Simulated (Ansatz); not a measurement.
**How much do the gradients of Y3Mg2TiS8 depend on the method?**

Cell: a computed structure from the Materials Project (it need not be an observed phase).

```cif
data_Y3Mg2TiS8
_symmetry_space_group_name_H-M 'R-3m:H'
_symmetry_Int_Tables_number 166
_cell_length_a 7.8171
_cell_length_b 7.8171
_cell_length_c 18.7442
_cell_angle_alpha 90.000
_cell_angle_beta 90.000
_cell_angle_gamma 120.000
loop_
_atom_site_label
_atom_site_type_symbol
_atom_site_symmetry_multiplicity
_atom_site_Wyckoff_symbol
_atom_site_fract_x
_atom_site_fract_y
_atom_site_fract_z
Y Y 9 e 0.6667 0.8333 0.3333
Mg Mg 6 c 0.0000 0.0000 0.8754
Ti Ti 3 b 0.0000 0.0000 0.5000
S7 S 18 h 0.6898 0.8449 0.5781
S9 S 6 c 0.0000 0.0000 0.2543
```

One atom of each set is listed; the run and its k-mesh use a cell of 14 atoms with edges of 7.71, 7.71, 7.71 Å.

First run. Method: Kohn–Sham DFT in Ansatz, PBE, plane waves and PAW, scalar-relativistic, collinear spin, 420 eV cutoff, Γ-centred 5×5×5 k-points, Fermi–Dirac smearing 0.02 eV. Start moments as typed (μB): 1 on each Ti, none on the rest.

```csv
site,V_zz (10²¹ V/m²),η,m (μB)
Y,1.73,0.96,0.01
Mg,0.19,0.00,0.01
Ti,-4.57,0.00,0.73
S7,3.85,0.42,0.00
S9,2.58,0.00,0.00
```

Second run. The same atoms and settings, except that the functional is r2SCAN, the cutoff is 500 eV and the Fermi–Dirac smearing is 0.05 eV.

Problem. Given the first result, estimate the second.

Solution. 

| site | V_zz | η | change of V_zz | m (μB) |
| --- | --- | --- | --- | --- |
| Y | 1.88 | 0.76 | +0.15 | 0.00 |
| Mg | 0.18 | 0.00 | -0.01 | 0.01 |
| Ti | -6.54 | 0.00 | -1.97 | 0.81 |
| S7 | 3.69 | 0.39 | -0.16 | -0.01 |
| S9 | 2.29 | 0.00 | -0.29 | 0.00 |

The largest change of V_zz is on Ti, from -4.57 to -6.54. In per cent, |V_zz| changes by +43 on Ti, -11 to -4 on S (all sites that start above 2). Where |V_zz| stays above 0.1, η moves most on Y, from 0.96 to 0.76. The first run finds no gap above 0.1 eV, the second does.

Without spin–orbit coupling (the program notes it for Y) the gradients can shift somewhat, as the gap is small. All moments are parallel here, as the start or the cell imposes; many such compounds order antiparallel, where fields and spin densities carried over to other atoms largely cancel.
For the first run: The run finds no gap above 0.1 eV (a metal, or nearly one), so the gradients can move by 10 % or more with the k-mesh. Semilocal functionals can leave a metal where correlation in the d or f shell opens a gap in the real compound, and that would change the values at and beside Ti. The magnetic order is the one that the run reached from its start moments, not necessarily the measured one (the real compound may not order at all).
For the second run: The program didn't check the stability of this electronic state in full, so a lower one may lie near. With a gap of 0.5 eV on this mesh, small gradients can still move by 0.1 × 10²¹ V/m² or more as the k-mesh gets denser. The magnetic order is the one that the run reached from its start moments, not necessarily the measured one.
